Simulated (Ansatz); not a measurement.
The calculation used DFT PBE, scalar-relativistic, plane waves, PAW in Ansatz 0.2.0. All cells share a 420 eV cutoff and Γ-centred k meshes spaced at most about 0.3 Å⁻¹ (about 0.25 or finer for metals, 2π included). No spin polarisation in the final relaxations.

These are static total energies at zero pressure. All come from trial cells, and lower structures may exist.

Task: These unrelaxed guesses for Ta2TiSi3 are each relaxed within their symmetry. Order them by the energy at which they end, lowest first.
A.

```
CELL_PARAMETERS angstrom
5.68118 0.00000 0.00000
-2.84059 4.92005 0.00000
0.00000 0.00000 3.29180
ATOMIC_POSITIONS crystal
Ti 0.00000 0.00000 0.00000
Ta 0.66667 0.33333 0.00000
Ta 0.33333 0.66667 0.00000
Si 0.50000 0.00000 0.50000
Si 0.00000 0.50000 0.50000
Si 0.50000 0.50000 0.50000
```

B.

```
CELL_PARAMETERS angstrom
3.49974 0.00000 0.00000
0.00000 3.49974 0.00000
0.00000 0.00000 7.71025
ATOMIC_POSITIONS crystal
Ti 0.00000 0.00000 0.00000
Ta 0.00000 0.50000 0.73150
Ta 0.50000 0.00000 0.26850
Si 0.00000 0.50000 0.38350
Si 0.50000 0.00000 0.61650
Si 0.50000 0.50000 0.00000
```

Result: B (ends in P-4m2, 0 meV/atom), A (ends in P6/mmm, 0.38 eV/atom).

These runs have no spin–orbit coupling, which can matter for Ta. Cells relaxed within their symmetry can be saddle points. Some structure types and database cells were kept out of the candidates from the start, so a known form may be missing.
